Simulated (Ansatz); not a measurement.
Given:

Cs₂NaScF₆:
```xyz
10
Lattice="0.0000 4.2933 4.2933 4.2933 0.0000 4.2933 4.2933 4.2933 0.0000" Properties=species:S:1:pos:R:3 pbc="T T T"
Cs     6.4399     6.4399     6.4399
Cs     2.1466     2.1466     2.1466
Na     4.2933     4.2933     4.2933
Sc     0.0000     0.0000     0.0000
F      2.0018     4.2933     4.2933
F      6.5847     4.2933     4.2933
F      4.2933     2.0018     4.2933
F      4.2933     6.5847     4.2933
F      4.2933     4.2933     2.0018
F      4.2933     4.2933     6.5847
```

This is the LDA-relaxed structure.

### Question
All from LDA (plane waves, PAW; program Ansatz), unless another level is named. Estimate the electronic dielectric constant ε∞ (DFPT).

### Answer
2.51.

### Question
What about the static dielectric constant ε0 (ions relaxed, cell fixed)?

### Answer
7.30.

### Question
Predict the Born charges (a third of the trace).

### Answer
Cs +1.39, Na +1.22, Sc +3.40, F -1.23 e.

Space group Fm-3m. The workflow started from a Materials Project entry (that database holds measured and hypothetical structures alike); the Crystallography Open Database copy checked does not list it. Whether it is the stable phase at ambient conditions was not checked. The LDA relaxation kept the symmetry of its start; phonons on a q-mesh show no instability. No spin polarisation was allowed. Scalar-relativistic: spin–orbit coupling is off unless named, which matters more the heavier the elements.

Potentials: the later of the program's two PAW sets.
